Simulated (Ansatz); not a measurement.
The cell below belongs to a search over invented structures; it isn't taken from experiment.

Input and command of a plane-wave DFT calculation in Ansatz:

```yaml
crystal:
  lattice:
    - [4.97412272, 0.0, 0.0]
    - [0.0, 4.02758197, 0.0]
    - [-2.41572524, 0.0, 4.44199117]
  atoms:
    - { symbol: La, position: [0.5, 0.0, 0.5] }
    - { symbol: Zr, position: [0.0, 0.5, 0.0] }
    - { symbol: O, position: [0.167706, 0.0, 0.83728898] }
    - { symbol: O, position: [0.832294, 0.0, 0.16271102] }
    - { symbol: O, position: [0.5, 0.5, 0.0] }
    - { symbol: F, position: [0.0, 0.5, 0.5] }
basis:
  ecutwfc: 420
kpoints:
  mp_grid: { grid: [4, 4, 4] }
hamiltonian:
  xc: pbe
scf:
  occupations: { method: gaussian, width: 0.1 }
  lower_state_search: "off"
output:
  forces: true
  stress: true
  eigenvalues: true
relax:
  adjacent_minimum: "off"
  f_tol: 0.04
  max_steps: 70
  cell: { stress_tol: 0.4 }
```

```bash
ansatz run input.yaml --threads 1 --pin off --max-ram 2560MiB --backend cpu --events-out ev --progress --plain --runs-dir out
```

Processor: Intel(R) Xeon(R) Processor @ 2.50GHz (Skylake/Cascade Lake), 1 thread, on a host shared with other jobs.

Q: Estimate time, memory and problem size.

A: About 6.2 min, peak memory 0.46 GiB. It solves 30 bands at 30 k points (after reduction by symmetry) with about 1627 plane waves (on the last cell), in 161 SCF iterations over 22 ionic steps.
